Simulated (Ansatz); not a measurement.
## Zone-centre phonons of ZrB2: input and output

All numbers below come from DFT PBE, scalar-relativistic, plane waves, PAW in Ansatz 0.2.0.

Launched with:
```bash
ansatz run input.yaml --threads 1 --pin off --max-ram 3072MiB --backend cpu --events-out ev --progress --plain --runs-dir out
```

Input (bare energies are in eV):
```yaml
crystal:
  lattice:
    - [3.1716141221, 0.0, 0.0]
    - [-1.585807061, 2.7466984007, 0.0]
    - [0.0, 0.0, 3.541919014]
  atoms:
    - { symbol: Zr, position: [0.0, 0.0, 0.0] }
    - { symbol: B, position: [0.3333333333, 0.6666666667, 0.5] }
    - { symbol: B, position: [0.6666666667, 0.3333333333, 0.5] }
basis:
  ecutwfc: 420
kpoints:
  mp_grid: { grid: [18, 18, 12] }
hamiltonian:
  xc: pbe
scf:
  occupations: { method: fermi_dirac, width: 0.15 }
output:
  eigenvalues: true
phonons:
  method: dfpt
  eigenvectors: true
```

Results section of the output:
```
--- Phonons (Γ-DFPT): 4 representative perturbations + reference, on 637 of 3888 k-points (Σ response iterations 12) ---
  k mesh reduced under 4 symmetry operations, with k and −k counted as one. Each operation leaves every solved displacement unchanged or reverses it
  ASR residual: 2.090e-4 → 0.000e0 eV/Å²; symmetrization residual: 6.901e-7 eV/Å²
  ASR residual per site (eV/Å²): 2.09e-4 1.25e-5 1.25e-5
  Γ frequencies (cm⁻¹): 0.00 0.00 0.00 448.20 448.20 466.31 550.63 765.49 765.49
  non-analytic LO–TO correction: not included (Born effective charges unavailable; polar crystals: no LO–TO splitting at Γ)
```

It took 3.1 min on 1 thread of Intel(R) Xeon(R) Processor @ 2.50GHz (Skylake/Cascade Lake), on a shared host, peak memory 1.2 GiB.

In a metal, frequencies and elastic constants depend on the k mesh and the smearing, soft modes and shear constants most.